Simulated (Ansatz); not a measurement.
CaZrN$_{2}$ in space group R-3m (No. 166; Ca on 3a, Zr on 3b, N on 6c), plane-wave PAW r²SCAN (Ansatz code). The conduction-band minimum lies at F, with 3 equivalent valleys. Second derivatives d²E/dk² of the lowest band at one valley (eV·Å²), along Cartesian directions:

| direction | d²E/dk² |
|---|---|
| [100] | 20.45 |
| [010] | 31.43 |
| [001] | 24.90 |
| [110] | 16.42 |
| [101] | 10.84 |
| [011] | 21.34 |

Find the principal effective masses, the density-of-states mass and the conductivity mass.

Off-diagonal terms follow from H_xy = H[110] − (H_xx + H_yy)/2, and m*/mₑ = 7.620 eV·Å² over each eigenvalue: 0.21, 0.22, 1.4. One valley's DOS mass (m₁m₂m₃)^(1/3) = 0.40, conductivity mass 3/(Σ 1/mᵢ) = 0.30 mₑ.

What effective density of states Nc follows at 300 K for parabolic valleys?

Nc = 2.509e19 × 3 × (0.40)^(3/2) ≈ 1.9e19 cm⁻³.

The first step of the workflow began from a Materials Project structure, measured or hypothetical; the Crystallography Open Database copy checked does not list it. Whether it is the stable phase at ambient conditions was not checked. The cell was relaxed with r²SCAN under the symmetry of its start; its stability against distortions is not shown here. The run is not spin-polarised. Scalar-relativistic: spin–orbit coupling is off unless named, which matters more the heavier the elements.

Potentials: the later of the program's two PAW sets.

Edges and masses are those of Kohn–Sham bands, whose gap is no quasiparticle gap.
